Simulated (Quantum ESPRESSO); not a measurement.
# Al3GeO4FN: input and log of a self-consistent run

Computed values, not a measurement. The program is pw.x of Quantum ESPRESSO 7.5 (plane-wave density functional theory). The cell is made up: 10 atoms on a corundum lattice, with randomly drawn elements, strain and displacements, not relaxed. PseudoDojo standard norm-conserving files (v0.5 for PBE, v0.4.1 for LDA and PBEsol) set the functional; there is no spin polarisation, spin-orbit coupling or dispersion term, and the masses in the input are unused placeholders. A spin-polarised start on this cell or one of its family kept no moment above 0.05 Bohr magneton at the same smearing; a narrower smearing was not tried.

Input:

```
&control calculation='scf', pseudo_dir='./dojo.nc.sr.pbe.v0_5.standard.upf', outdir='./o', disk_io='low', tprnfor=.true., tstress=.true. /
&system ibrav=0, nat=10, ntyp=5, nbnd=40, ecutwfc=84.00895049, nosym=.true., tot_charge=0,
 occupations='smearing', smearing='fd', degauss=0.0073498644
/
&electrons conv_thr=7.350e-09, electron_maxstep=60, /
ATOMIC_SPECIES
Al 1.0 Al.upf
F 1.0 F.upf
Ge 1.0 Ge.upf
N 1.0 N.upf
O 1.0 O.upf
CELL_PARAMETERS angstrom
2.5186 1.2903 4.5081
-2.4374 1.3565 4.4425
0.0979 -2.8397 4.5365
ATOMIC_POSITIONS angstrom
Al 0.0698 -0.0666 4.8872
Al 0.0182 -0.078 1.8779
Al 0.1591 -0.245 8.8043
Ge 0.1215 -0.1757 11.554
O -0.8893 1.4132 7.8322
F -0.636 -1.6428 7.8146
N 1.8529 0.0798 7.8316
O 1.0727 -1.6723 5.751
O 0.944 1.3953 5.5906
O -1.6644 -0.2202 5.5597
K_POINTS automatic
7 7 7 1 1 1
```

The log is shortened where brackets say so; the opening notice, blank lines, dates and the lines on written files are dropped, and the path of the files is cut. It prints rydbergs, bohrs and kilobars, and counts compression as positive stress.

```
     Program PWSCF v.7.5
     Parallel version (MPI & OpenMP), running on       4 processor cores
     Number of MPI processes:                 4
     Threads/MPI process:                     1
     [start-up lines left out]
     bravais-lattice index     =            0
     lattice parameter (alat)  =      10.0585  a.u.
     unit-cell volume          =     625.6000 (a.u.)^3
     number of atoms/cell      =           10
     number of atomic types    =            5
     number of electrons       =        59.00
     number of Kohn-Sham states=           40
     kinetic-energy cutoff     =      84.0090  Ry
     charge density cutoff     =     336.0358  Ry
     scf convergence threshold =      7.3E-09
     mixing beta               =       0.7000
     number of iterations used =            8  plain     mixing
     Exchange-correlation= PBE
                           (   1   4   3   4   0   0   0)
     [axes and pseudopotential details left out]
   Cartesian axes
     site n.     atom                  positions (alat units)
         1        Al     tau(   1) = (   0.0131136  -0.0125124   0.9181798  )
         2        Al     tau(   2) = (   0.0034193  -0.0146542   0.3528094  )
         3        Al     tau(   3) = (   0.0298908  -0.0460292   1.6541026  )
         4        Ge     tau(   4) = (   0.0228267  -0.0330095   2.1707009  )
         5        O      tau(   5) = (  -0.1670767   0.2655041   1.4714699  )
         6        F      tau(   6) = (  -0.1194881  -0.3086401   1.4681633  )
         7        N      tau(   7) = (   0.3481125   0.0149924   1.4713572  )
         8        O      tau(   8) = (   0.2015329  -0.3141824   1.0804657  )
         9        O      tau(   9) = (   0.1773534   0.2621412   1.0503307  )
        10        O      tau(  10) = (  -0.3126982  -0.0413699   1.0445253  )
     number of k points=   172  Fermi-Dirac smearing, width (Ry)=  0.0073
     Number of k-points >= 100: set verbosity='high' to print them.
     Dense  grid:    65085 G-vectors     FFT dimensions: (  60,  60,  60)
     Estimated max dynamical RAM per process >     313.91 MB
     Estimated total dynamical RAM >       1.18 GB
     Initial potential from superposition of free atoms
     starting charge      58.9918, renormalised to      59.0000
     Starting wfcs are   45 randomized atomic wfcs
     total cpu time spent up to now is        7.0 secs
     per-process dynamical memory:   282.2 Mb
     Self-consistent Calculation
     iteration #  1     ecut=    84.01 Ry     beta= 0.70
     Davidson diagonalization with overlap
     ethr =  1.00E-02,  avg # of iterations =  3.9
     total cpu time spent up to now is       25.9 secs
     total energy              =    -394.41091294 Ry
     estimated scf accuracy    <       2.30420994 Ry
     iteration #  2     ecut=    84.01 Ry     beta= 0.70
     Davidson diagonalization with overlap
     ethr =  3.91E-03,  avg # of iterations =  2.7
     total cpu time spent up to now is       43.3 secs
     total energy              =    -394.99991872 Ry
     estimated scf accuracy    <       2.13329232 Ry
     iteration #  3     ecut=    84.01 Ry     beta= 0.70
     Davidson diagonalization with overlap
     ethr =  3.62E-03,  avg # of iterations =  2.0
     total cpu time spent up to now is       57.9 secs
     total energy              =    -395.40487057 Ry
     estimated scf accuracy    <       0.05375478 Ry
     iteration #  4     ecut=    84.01 Ry     beta= 0.70
     Davidson diagonalization with overlap
     ethr =  9.11E-05,  avg # of iterations =  8.0
     total cpu time spent up to now is       77.6 secs
     total energy              =    -395.42195968 Ry
     estimated scf accuracy    <       0.00533006 Ry
     iteration #  5     ecut=    84.01 Ry     beta= 0.70
     Davidson diagonalization with overlap
     ethr =  9.03E-06,  avg # of iterations =  5.8
     total cpu time spent up to now is       95.7 secs
     total energy              =    -395.42247851 Ry
     estimated scf accuracy    <       0.00110695 Ry
     iteration #  6     ecut=    84.01 Ry     beta= 0.70
     Davidson diagonalization with overlap
     ethr =  1.88E-06,  avg # of iterations =  3.2
     total cpu time spent up to now is      110.7 secs
     total energy              =    -395.42257881 Ry
     estimated scf accuracy    <       0.00017628 Ry
     iteration #  7     ecut=    84.01 Ry     beta= 0.70
     Davidson diagonalization with overlap
     ethr =  2.99E-07,  avg # of iterations =  2.0
     total cpu time spent up to now is      124.6 secs
     total energy              =    -395.42258298 Ry
     estimated scf accuracy    <       0.00002713 Ry
     iteration #  8     ecut=    84.01 Ry     beta= 0.70
     Davidson diagonalization with overlap
     ethr =  4.60E-08,  avg # of iterations =  2.2
     total cpu time spent up to now is      139.7 secs
     total energy              =    -395.42259043 Ry
     estimated scf accuracy    <       0.00000172 Ry
     iteration #  9     ecut=    84.01 Ry     beta= 0.70
     Davidson diagonalization with overlap
     ethr =  2.92E-09,  avg # of iterations =  3.1
     total cpu time spent up to now is      155.5 secs
     total energy              =    -395.42259076 Ry
     estimated scf accuracy    <       0.00000083 Ry
     iteration # 10     ecut=    84.01 Ry     beta= 0.70
     Davidson diagonalization with overlap
     ethr =  1.41E-09,  avg # of iterations =  2.0
     total cpu time spent up to now is      168.9 secs
     total energy              =    -395.42259083 Ry
     estimated scf accuracy    <       0.00000010 Ry
     iteration # 11     ecut=    84.01 Ry     beta= 0.70
     Davidson diagonalization with overlap
     ethr =  1.66E-10,  avg # of iterations =  2.0
     total cpu time spent up to now is      183.9 secs
     End of self-consistent calculation
     Number of k-points >= 100: set verbosity='high' to print the bands.
     the Fermi energy is    13.4531 ev
!    total energy              =    -395.42259085 Ry
     estimated scf accuracy    <          5.0E-09 Ry
     smearing contrib. (-TS)   =      -0.00532393 Ry
     internal energy E=F+TS    =    -395.41726693 Ry
     The total energy is F=E-TS. E is the sum of the following terms:
     one-electron contribution =    -148.53562532 Ry
     hartree contribution      =     118.97635954 Ry
     xc contribution           =    -101.98562308 Ry
     ewald contribution        =    -263.87237806 Ry
     convergence has been achieved in  11 iterations
     Forces acting on atoms (cartesian axes, Ry/au):
     atom    1 type  1   force =     0.02282017   -0.11125096   -0.05050206
     atom    2 type  1   force =    -0.01602733   -0.11558799    0.08278616
     atom    3 type  1   force =     0.06303241    0.10760181   -0.01585847
     atom    4 type  3   force =    -0.08049659    0.10023070    0.01733620
     atom    5 type  5   force =    -0.05462827   -0.14485623    0.08417385
     atom    6 type  2   force =     0.10160213    0.05629177    0.07313492
     atom    7 type  4   force =    -0.03704550   -0.00321235    0.04708020
     atom    8 type  5   force =     0.02028029    0.10655878   -0.11912995
     atom    9 type  5   force =    -0.06188580   -0.04451539   -0.07394533
     atom   10 type  5   force =     0.04234850    0.04873987   -0.04507551
     Total force =     0.406791     Total SCF correction =     0.000216
     Computing stress (Cartesian axis) and pressure
          total   stress  (Ry/bohr**3)                   (kbar)     P=      197.42
   0.00125426   0.00017355   0.00001497          184.51       25.53        2.20
   0.00017355   0.00170917  -0.00009896           25.53      251.43      -14.56
   0.00001497  -0.00009896   0.00106261            2.20      -14.56      156.32
     init_run     :      6.61s CPU      6.88s WALL (       1 calls)
     electrons    :    175.60s CPU    176.89s WALL (       1 calls)
     forces       :      2.29s CPU      2.31s WALL (       1 calls)
     stress       :      7.95s CPU      7.96s WALL (       1 calls)
     [timing details left out]
     PWSCF        :   3m12.68s CPU   3m14.32s WALL
     JOB DONE.
```

In other units: free energy -5379.998 eV for the cell, pressure 19.74 GPa, largest force component 3.724 eV/Å. A rerun of a related cell, with the same atoms placed differently, at a cutoff of 1437 eV and k mesh 9 x 9 x 9 moved values by no more than 0.003 eV in energy, 0.02 GPa in stress and 0.002 eV/Å in force.